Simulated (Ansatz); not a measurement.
# Is this Zr3TiN4 structure stable?

It was reached by relaxing an invented guess, and it needn't be the stable form of this composition.

Theory: DFT PBE, scalar-relativistic, plane waves, PAW in Ansatz. Settings of the last relaxation (8-atom cell): 420 eV, 12×12×4 k points, Gaussian smearing of 0.10 eV, no spin polarisation.

```cif
data_structure
_symmetry_space_group_name_H-M 'P4/mmm'
_symmetry_Int_Tables_number 123
_cell_length_a 3.2039
_cell_length_b 3.2039
_cell_length_c 9.0331
_cell_angle_alpha 90.000
_cell_angle_beta 90.000
_cell_angle_gamma 90.000
_cell_volume 92.73
loop_
_atom_site_label
_atom_site_type_symbol
_atom_site_symmetry_multiplicity
_atom_site_Wyckoff_symbol
_atom_site_fract_x
_atom_site_fract_y
_atom_site_fract_z
_atom_site_occupancy
Zr1 Zr 2 g 0.00000 0.00000 0.74163 1
Zr2 Zr 1 c 0.50000 0.50000 0.00000 1
Ti1 Ti 1 d 0.50000 0.50000 0.50000 1
N1 N 1 b 0.00000 0.00000 0.50000 1
N2 N 2 h 0.50000 0.50000 0.25725 1
N3 N 1 a 0.00000 0.00000 0.00000 1
```

Formation energies are uncorrected and refer to the elements' standard structures at the same level (N₂ as a molecule).

Question: These tests were run: energy against the elements; phonons on a 2×2×1 q mesh; elastic tensor. What do they show?

Answer:

```tsv
test	result
energy against the elements	−1.68 eV/atom
phonons on a 2×2×1 q mesh	no imaginary mode on the mesh
elastic tensor	least eigenvalue 125 GPa
```

It fails none of these tests. Whether a mixture of other phases lies lower isn't tested here.

The run for the phonons used a 12×12×4 k mesh and Fermi–Dirac smearing of 0.15 eV. The run for the elastic tensor used a 12×12×4 k mesh and Fermi–Dirac smearing of 0.15 eV.
